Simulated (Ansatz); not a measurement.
Here is the system:

BaO (rock salt)

```cif
data_Ba4O4
_chemical_formula_sum 'O4 Ba4'
_space_group_name_H-M_alt 'Fm-3m'
_space_group_IT_number 225
_space_group_name_Hall '-F 4 2 3'
_cell_length_a 5.57343
_cell_length_b 5.57343
_cell_length_c 5.57343
_cell_angle_alpha 90.000
_cell_angle_beta 90.000
_cell_angle_gamma 90.000
loop_
_atom_site_label
_atom_site_type_symbol
_atom_site_symmetry_multiplicity
_atom_site_Wyckoff_symbol
_atom_site_fract_x
_atom_site_fract_y
_atom_site_fract_z
_atom_site_occupancy
O1 O 4 a 0.00000 0.00000 0.00000 1
Ba1 Ba 4 b 0.50000 0.50000 0.50000 1
```
(The calculation used a cell of 2 atoms; values per cell refer to that cell.)

This relaxed cell (volume V₀) is scaled evenly in all directions, its shape held. Symmetry pins the atoms to their sites.

Level of theory: PBE (plane waves to 420 eV, PAW, scalar-relativistic; Ansatz, a first-principles code). k mesh 10×10×10 (Γ-centred), Fermi-Dirac smearing 0.05 eV. Energies are smeared free energies. Compression counts positive. BaO was relaxed with its symmetry unable to fall. ΔE is measured from the relaxed starting cell.

The scan covers V/V₀ from 0.840 to 1.160 in 9 points.

Problem. What is ΔE at V/V₀ = 1.160?

Solution. 90.4 meV/atom.

Problem. What pressure does the cell carry at V/V₀ = 0.840?

Solution. 18.0 GPa.

Problem. What is ΔE at V/V₀ = 0.840?

Solution. 165.4 meV/atom.

(A scan under strain: stresses follow from slopes of the energy per volume, elastic moduli from its curvatures.)
